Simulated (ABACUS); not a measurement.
ABACUS run on Mo2N (I4_1/amd, 6 atoms in the cell; from Materials Project mp-27953, changed as shown): self-consistent single point.

Method: PBEsol, PseudoDojo 0.4 standard norm-conserving PBEsol (tails mended) pseudopotentials (plane waves; ABACUS).

The change in words: volume scaled by 1.06. Reference geometry (I4_1/amd):
```yaml
crystal:
  lattice:
    - [-2.15523, 2.15523, 4.02637]
    - [2.15523, -2.15523, 4.02637]
    - [2.15523, 2.15523, -4.02637]
  atoms:
    - { symbol: Mo, position: [0.98696, 0.48696, 0.50000] }
    - { symbol: Mo, position: [0.23696, 0.23696, 0.00000] }
    - { symbol: Mo, position: [0.76304, 0.76304, 0.00000] }
    - { symbol: Mo, position: [0.51304, 0.01304, 0.50000] }
    - { symbol: N, position: [0.25000, 0.75000, 0.50000] }
    - { symbol: N, position: [0.50000, 0.50000, 0.00000] }
```

Reference input (self-consistent single point, DFT, PBEsol, plane waves, PseudoDojo 0.4 standard norm-conserving PBEsol (tails mended) pseudopotentials): KPT = MP 5 5 5 0 0 0; basis_type = pw; ecutwfc = 84 Ry; smearing_method = fd; smearing_sigma = 0.00367493 Ry; potentials = PseudoDojo 0.4 standard norm-conserving PBEsol (tails mended); symmetry = 1; symmetry_prec = 1e-05; ks_solver = dav_subspace; scf_nmax = 100; scf_thr = 1.0e-09 Ry; mixing_type = broyden. This run's input differs from it in these lines:

```diff
@@ -27,5 +27,5 @@
 LATTICE_VECTORS
-  -2.1552330000    2.1552330000    4.0263690000
-   2.1552330000   -2.1552330000    4.0263690000
-   2.1552330000    2.1552330000   -4.0263690000
+  -2.1975040000    2.1975040000    4.1053380000
+   2.1975040000   -2.1975040000    4.1053380000
+   2.1975040000    2.1975040000   -4.1053380000
 
@@ -37,6 +37,6 @@
 4
-   0.0000000000    2.1552330000    3.9213612965
-  -0.0000000000    0.0000000000    1.9081767965
-   0.0000000000   -0.0000000000    6.1445612035
-   0.0000000000    2.1552330000    0.1050077035
+   0.0000000000    2.1975040000    3.9982707850
+  -0.0000000000    0.0000000000    1.9456017850
+   0.0000000000   -0.0000000000    6.2650742150
+  -0.0000000000    2.1975040000    0.1070672150
 
@@ -45,4 +45,4 @@
 2
-   2.1552330000    0.0000000000    2.0131845000
-   0.0000000000    0.0000000000    4.0263690000
+   2.1975040000    0.0000000000    2.0526690000
+   0.0000000000    0.0000000000    4.1053380000
 # file: KPT
```

Log, with long lists cut:

```
 SELF-CONSISTENT
 -------------------------------------------
                                 init_chg = atomic

 PW ALGORITHM --------------- ION=   1  ELEC=   1--------------------------------

 Density error is 2.04866750056
                          Error Threshold = 0.01
 E_KohnSham     -603.2131092179      -8207.1353936601
 E_Fermi        1.4609247507         19.8769009591

 PW ALGORITHM --------------- ION=   1  ELEC=   2--------------------------------

 Density error is 0.305496661858
                          Error Threshold = 0.00310404166751
 E_KohnSham     -603.6225859287      -8212.7066101256
   [... lines left out ...]

 Density error is 2.12070651294e-09
                          Error Threshold = 2.13289611853e-10
 E_KohnSham     -603.6684652477      -8213.3308302842
 E_Fermi        1.3833938059         18.8220383380

 PW ALGORITHM --------------- ION=   1  ELEC=  10--------------------------------

 Density error is 6.19618448853e-10
                          Error Threshold = 3.21319168627e-12
 E_KohnSham     -603.6684652482      -8213.3308302899
 E_KS(sigma->0) -603.6668414348      -8213.3087371757
 E_entropy(-TS) -0.0032476267        -0.0441862285
 E_Fermi        1.3833950270         18.8220549521
 charge density convergence is achieved
 final etot is -8213.3308303 eV
 EFERMI = 18.822054952 eV

 STATE ENERGY(eV) AND OCCUPATIONS    NSPIN == 1
   [... 40 lines left out ...]

 TOTAL-FORCE (eV/Angstrom)
                       Mo1         0.0000000000         0.0000000000         0.5980378784
                       Mo2         0.0000000000         0.0000000000         0.5980378784
                       Mo3         0.0000000000         0.0000000000        -0.5980378784
                       Mo4         0.0000000000         0.0000000000        -0.5980378784
                        N1         0.0000000000         0.0000000000         0.0000000000
                        N2         0.0000000000         0.0000000000         0.0000000000

 TOTAL-STRESS (KBAR)
      -301.1618924489        -0.0000000000        -0.0000000000
        -0.0000000000      -301.1618924489         0.0000000000
        -0.0000000000        -0.0000000000      -307.9318878807
 TOTAL-PRESSURE: -303.418558 KBAR

 --------------------------------------------
 !FINAL_ETOT_IS -8213.3308302899495175 eV
 --------------------------------------------
```

The run converged in 10 iterations. Against the reference run the free energy rises by 113 meV/atom, the pressure goes from -17.37 to -30.34 GPa and the largest force goes from 0.401 to 0.598 eV/Å.

The structure comes from a collection of computed structures, made at another level of theory; the collection holds predicted forms beside known ones. Its lattice was then scaled. No clean gap shows at this smearing width and mesh (spacing up to 0.40 Å⁻¹); the mesh is coarse for partly filled bands, so the values carry mesh errors. At this pressure the cell is far from its equilibrium volume at this level.

Cost on one core: very roughly 4 core-minutes.

“Tails mended”: in these copies of the files the far tail of each local potential was reset to the Coulomb form.
